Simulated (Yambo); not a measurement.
A BSE run in Yambo for Cl (space group Cmce, No. 64) (LDA bands; 6×6×4 mesh, 10 valence and 6 conduction bands, static screening with 55 bands and a 4 Ry block, scissor 2.79 eV, Tamm-Dancoff; field along x) gives:

```
state  energy (eV)  states within 2 meV  relative strength  class
-----  -----------  -------------------  -----------------  -----
1             3.17                    1             < 0.01   dark
2             3.22                    1               0.01   dark
3             3.40                    1             < 0.01   dark
4             3.51                    1             < 0.01   dark
5             4.36                    1             < 0.01   dark
```

Axes are Cartesian, with cell vectors (Å) (3.26, -2.06, 0.00), (3.26, 2.06, 0.00), (0.00, 0.00, 8.40).

**Question.** What changes when the window shrinks to 8 valence and 2 conduction bands?

**Answer.** The lowest state goes from 3.168 eV to 3.191 eV, and its distance below the direct gap from 1.705 eV to 1.683 eV. These are vertical excitations (zero momentum). The scissor comes from a G0W0 run whose convergence isn't established.

Geometry of the Materials Project entry, not relaxed at this level; primitive cell a = 3.859 Å, b = 3.859 Å, c = 8.402 Å, α = 90.00°, β = 90.00°, γ = 64.45°.

The distance between layers or molecules is the database entry's, not relaxed here. Functionals without dispersion can leave it too large, which widens gaps and weakens the response across layers: the numbers belong to this cell.
